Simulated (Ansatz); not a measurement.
Cd₃As₂ in space group Pn-3m (No. 224; Cd on 6d, As on 4b) at seven volumes, PBEsol in the plane-wave PAW code Ansatz, scaled uniformly. One row is withheld.

| V (Å³/atom) | P (GPa) |
|---|---|
| 23.107 | 6.42 |
| 23.869 | 3.89 |
| 24.631 | 1.77 |
| 25.393 | 0.00 |
| 26.155 | -1.49 |
| 26.916 | ? |
| 27.678 | -3.78 |

**Question.** Fit the shown pressures and predict the withheld one.

**Answer.** P = (3/2)B₀(x^(7/2) − x^(5/2))[1 + (3/4)(B′ − 4)(x − 1)] with x = (V₀/V)^(2/3). Least squares on the six rows gives V₀ = 25.392 Å³/atom, B₀ = 54.1 GPa, B′ = 4.87. At V = 26.916, x = 0.9619 and P = -2.74 GPa. The run itself gave -2.74 GPa.

The first step of the workflow began from a Materials Project structure, measured or hypothetical; the Crystallography Open Database copy checked does not list it. COD files the formula under space group No. 142, so this cell is another polymorph or a model. Its standing as an ambient phase is unchecked. The PBEsol relaxation kept the symmetry of its start; of distortions, only those at the zone centre were tested, and some modes there are weakly imaginary.

Potentials: the later of the program's two PAW sets.
